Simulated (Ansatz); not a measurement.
## AlNi: clamped-ion strain scan

Theory: DFT r2SCAN, scalar-relativistic, plane waves, PAW in Ansatz. Settings: plane waves to 500 eV, k-mesh 18×18×16 (Γ-centred), Gaussian smearing 0.15 eV. No spin polarisation. A magnetic state may lie lower. Energies are free energies at this smearing, counted from the undisturbed cell; pressure is positive in compression.

Reference structure (as given, not relaxed at this level; it stands at 0.7 GPa, and it needn't be the usual structure):

```yaml
crystal:
  lattice:
    - [1.93869, -1.95319, 0.00000]
    - [1.93869, 1.95319, 0.00000]
    - [0.00000, 0.00000, 3.09943]
  atoms:
    - { symbol: Al, position: [0.00000, 0.00000, 0.00000] }
    - { symbol: Ni, position: [0.50000, 0.50000, 0.50000] }
```

The cell is strained by ε times the Voigt pattern (1, 0, 0, 0, 0, 0) (xx, yy, zz, yz, xz, xy; engineering shear) with fractional coordinates fixed. The cell is metallic on the mesh throughout.

| ε | ΔE (meV/atom) |
| --- | --- |
| -0.0200 | 10.2 |
| -0.0150 | 6.7 |
| -0.0100 | 3.9 |
| 0.0000 | 0.0 |
| 0.0050 | -1.1 |
| 0.0150 | -1.6 |
| 0.0200 | -1.1 |

Q: Predict the stress summed along the pattern (GPa, tension positive) at each point.

A:
```tsv
ε	stress summed along the pattern (GPa, tension positive)
-0.0200	-10.25
-0.0150	-8.57
-0.0100	-6.92
0.0000	-3.75
0.0050	-2.22
0.0150	0.72
0.0200	2.14
```